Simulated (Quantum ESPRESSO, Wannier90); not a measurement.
# Tight-binding from DFT: Zr (hcp (Mg type))

Materials Project entry mp-131; symmetrised, unrelaxed at this level. This is the element's usual structure. Level: PBEsol, spinors with spin-orbit coupling; pw.x of Quantum ESPRESSO at 53 Ry with PseudoDojo potentials, 6×6×4 k-points, Wannier90. Density: 18×18×8 mesh, cold smearing 0.01 Ry.

On the energy scale of pw.x, whose zero is arbitrary, the Fermi level lies at 13.85 eV.

Input w.win:

```
num_bands = 8
num_wann = 8
exclude_bands = 1-8,17-74
spinors = true
num_iter = 1000
conv_tol = 1.0e-6
conv_window = 4
write_hr = true
write_u_matrices = true
auto_projections = true
begin unit_cell_cart
ang
    3.2392297970    0.0000000000    0.0000000000
   -1.6196148985    2.8052552929    0.0000000000
    0.0000000000    0.0000000000    5.1722200000
end unit_cell_cart
begin atoms_frac
Zr   0.3333333333 -0.3333333333  0.2500000000
Zr  -0.3333333333  0.3333333333 -0.2500000000
end atoms_frac
mp_grid = 6 6 4
begin kpoints
0.0000000000 0.0000000000 0.0000000000
0.0000000000 0.0000000000 0.2500000000
0.0000000000 0.0000000000 0.5000000000
... (141 more lines: the 6x6x4 mesh through Gamma)
end kpoints
```

Input of pw2wannier90.x that gives the overlap and projection files (equivalent; here they were cut from one run over all bands):

```
&inputpp
  outdir = './out'
  prefix = 'pwscf'
  seedname = 'w'
  write_amn = .true.
  write_mmn = .true.
  scdm_proj = .true.
  scdm_entanglement = 'isolated'
/
```

Output w.wout (banner and timings cut):

```
                                    ------
                                    SYSTEM
                                    ------

                              Lattice Vectors (Ang)
                    a_1     3.239230   0.000000   0.000000
                    a_2    -1.619615   2.805255   0.000000
                    a_3     0.000000   0.000000   5.172220

                   Unit Cell Volume:      46.99927  (Ang^3)

                        Reciprocal-Space Vectors (Ang^-1)
                    b_1     1.939716   1.119895  -0.000000
                    b_2     0.000000   2.239791   0.000000
                    b_3     0.000000  -0.000000   1.214795

 *----------------------------------------------------------------------------*
 |   Site       Fractional Coordinate          Cartesian Coordinate (Ang)     |
 +----------------------------------------------------------------------------+
 | zr   1   0.33333  -0.33333   0.25000   |    1.61961  -0.93509   1.29306    |
 | zr   2  -0.33333   0.33333  -0.25000   |   -1.61961   0.93509  -1.29306    |
 *----------------------------------------------------------------------------*
                                ------------
                                K-POINT GRID
                                ------------

             Grid size =  6 x  6 x  4      Total points =  144

 *---------------------------------- MAIN ------------------------------------*
 |  Number of Wannier Functions               :                 8             |
 |  Number of Objective Wannier Functions     :                 8             |
 |  Number of input Bloch states              :                 8             |
 |  Output verbosity (1=low, 5=high)          :                 1             |
 |  Timing Level (1=low, 5=high)              :                 1             |
 |  Optimisation (0=memory, 3=speed)          :                 3             |
 |  Length Unit                               :               Ang             |
 |  Post-processing setup (write *.nnkp)      :                 F             |
 |  Using Gamma-only branch of algorithms     :                 F             |
 *----------------------------------------------------------------------------*
 *------------------------------- WANNIERISE ---------------------------------*
 |  Total number of iterations                :              1000             |
 |  Number of CG steps before reset           :                 5             |
 |  Trial step length for line search         :             2.000             |
 |  Convergence tolerence                     :         0.100E-05             |
 |  Convergence window                        :                 4             |
 |  Iterations between writing output         :                 1             |
 |  Iterations between backing up to disk     :               100             |
 |  Write r^2_nm to file                      :                 F             |
 |  Write xyz WF centres to file              :                 F             |
 |  Write on-site energies <0n|H|0n> to file  :                 F             |
 |  Use guiding centre to control phases      :                 F             |
 |  Use phases for initial projections        :                 F             |
 *----------------------------------------------------------------------------*
 *-------------------------------- PLOTTING ----------------------------------*
 |  Plotting Hamiltonian in WF basis          :                 T             |
 *----------------------------------------------------------------------------*

       ... (k-mesh section left out)

 Starting a new Wannier90 calculation ...

 Reading overlaps from w.mmn

 Reading projections from w.amn

 *------------------------------- WANNIERISE ---------------------------------*
 +--------------------------------------------------------------------+<-- CONV
 | Iter  Delta Spread     RMS Gradient      Spread (Ang^2)            |<-- CONV
 +--------------------------------------------------------------------+<-- CONV

 ------------------------------------------------------------------------------
 Initial State
  WF centre and spread    1  (  1.616522, -0.931656,  1.287549 )     1.26233421
  WF centre and spread    2  ( -1.619894,  0.937601, -1.292672 )     0.82691091
  WF centre and spread    3  (  1.599272, -0.910295,  1.261735 )     3.57790800
  WF centre and spread    4  ( -0.022289, -1.838540, -1.291443 )     4.69043963
  WF centre and spread    5  ( -1.632053,  0.961522, -1.293440 )     3.55224110
  WF centre and spread    6  (  1.597445, -0.905103,  1.251675 )     3.85366908
  WF centre and spread    7  ( -1.670069,  0.997378, -1.291221 )     8.63000323
  WF centre and spread    8  (  1.574861, -0.868925,  1.202201 )     7.62152992
  Sum of centres and spreads (  1.443794, -2.558019, -0.165616 )    34.01503608

      0     0.340E+02     0.0000000000       34.0150360683  <-- CONV
        O_D=      6.9953496 O_OD=     21.3259936 O_TOT=     34.0150361 <-- SPRD
 ------------------------------------------------------------------------------
      1    -0.217E+01     1.5450982636       31.8411174374  <-- CONV
        O_D=      5.7150577 O_OD=     20.4323669 O_TOT=     31.8411174 <-- SPRD
      2    -0.141E+01     0.9717504905       30.4322619408  <-- CONV
        O_D=      5.3332066 O_OD=     19.4053625 O_TOT=     30.4322619 <-- SPRD
      3    -0.540E+00     0.8199991881       29.8924921918  <-- CONV
        O_D=      4.9853413 O_OD=     19.2134581 O_TOT=     29.8924922 <-- SPRD
      4    -0.366E+00     0.6494946601       29.5264434382  <-- CONV
        O_D=      4.7594601 O_OD=     19.0732905 O_TOT=     29.5264434 <-- SPRD
      5    -0.268E+00     0.5374115455       29.2586724359  <-- CONV
        O_D=      4.5932992 O_OD=     18.9716804 O_TOT=     29.2586724 <-- SPRD
       ... (lines left out)
     57    -0.121E-06     0.0003520290        5.7052653122  <-- CONV
        O_D=      0.0002795 O_OD=      0.0112930 O_TOT=      5.7052653 <-- SPRD
     58    -0.442E-07     0.0002026327        5.7052652679  <-- CONV
        O_D=      0.0002795 O_OD=      0.0112929 O_TOT=      5.7052653 <-- SPRD
     59    -0.358E-07     0.0001449008        5.7052652321  <-- CONV
        O_D=      0.0002795 O_OD=      0.0112929 O_TOT=      5.7052652 <-- SPRD
             <<<     Delta < 1.000E-06  over  4 iterations     >>>
             <<< Wannierisation convergence criteria satisfied >>>
 Final State
  WF centre and spread    1  (  1.618908, -0.936528,  1.293055 )     0.71358955
  WF centre and spread    2  ( -1.619027,  0.936633, -1.293055 )     0.71347908
  WF centre and spread    3  (  1.620002, -0.933681,  1.293055 )     0.71065563
  WF centre and spread    4  ( -0.000367, -1.871311, -1.293055 )     0.71032131
  WF centre and spread    5  ( -1.619250,  0.936218, -1.293054 )     0.71554877
  WF centre and spread    6  (  1.619287, -0.936494,  1.293056 )     0.71573058
  WF centre and spread    7  ( -1.620192,  0.933529, -1.293055 )     0.71333115
  WF centre and spread    8  (  1.620253, -0.933620,  1.293055 )     0.71260916
  Sum of centres and spreads (  1.619614, -2.805253,  0.000001 )     5.70526524

         Spreads (Ang^2)       Omega I      =     5.693692840
        ================       Omega D      =     0.000279483
                               Omega OD     =     0.011292908
    Final Spread (Ang^2)       Omega Total  =     5.705265232
```
